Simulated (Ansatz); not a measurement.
YSiNO₂:
```yaml
crystal:
  lattice:
    - [3.57837, 0.00000, 0.00000]
    - [0.00000, 3.57837, 0.00000]
    - [0.00000, 0.00000, 3.69660]
  atoms:
    - { symbol: Y, position: [0.00000, 0.00000, 0.99844] }
    - { symbol: Si, position: [0.50000, 0.50000, 0.49839] }
    - { symbol: N, position: [0.50000, 0.50000, 0.99832] }
    - { symbol: O, position: [0.50000, 0.00000, 0.49827] }
    - { symbol: O, position: [0.00000, 0.50000, 0.49827] }
```

Relaxed with r²SCAN. The program Ansatz at the r²SCAN level (PAW) gives a gap of 2.08 eV.

What gap does HSE06 give on the same cell (Ansatz, PAW)?

2.89 eV, 0.81 eV more. The hybrid was solved on a coarser mesh and at special points; the gap given is the minimum over both.

| k | v1 r²SCAN | c1 r²SCAN | v1 HSE06 | c1 HSE06 |
|---|---|---|---|---|
| Γ | -0.55 | 2.08 | -0.53 | 2.89 |
| Z | -1.76 | 4.49 | [?] | [?] |
| M | -1.85 | 5.11 | [?] | [?] |
| A | 0.00 | 3.91 | [?] | [?] |
| R | -0.69 | 4.93 | -0.72 | 5.97 |
| X | -1.87 | 4.54 | [?] | [?] |

Top valence (v1) and lowest conduction level (c1) in eV from each method's valence maximum (which need not be a listed point): supply the withheld HSE06 values.


- A, v1 HSE06: 0.00
- A, c1 HSE06: 4.82
- Z, v1 HSE06: -1.83
- Z, c1 HSE06: 5.46
- M, v1 HSE06: -1.96
- M, c1 HSE06: 6.20
- X, v1 HSE06: -1.92
- X, c1 HSE06: 5.55

Cost on shared cores: the r²SCAN run (SCF on a 8×8×8 mesh, then bands and DOS) very roughly 70 core-seconds, the HSE06 run (SCF on 5×5×5, then a few points) around 2.0 core-minutes (rough); the tasks are unlike.

Space group P4/mmm. The start of the workflow was typed in or built on a structure type; neither database checked (COD, Materials Project) lists it. COD files the formula under space group No. 15, 63. Whether it is the stable phase at ambient conditions was not checked. The r²SCAN relaxation kept the symmetry of its start; its stability against distortions is not shown here. The run is not spin-polarised. Point labels and valley counts follow the cell and symmetry of the run, lower than the named group. Scalar-relativistic: spin–orbit coupling is off unless named, which matters more the heavier the elements.

Potentials: the later of the program's two PAW sets.
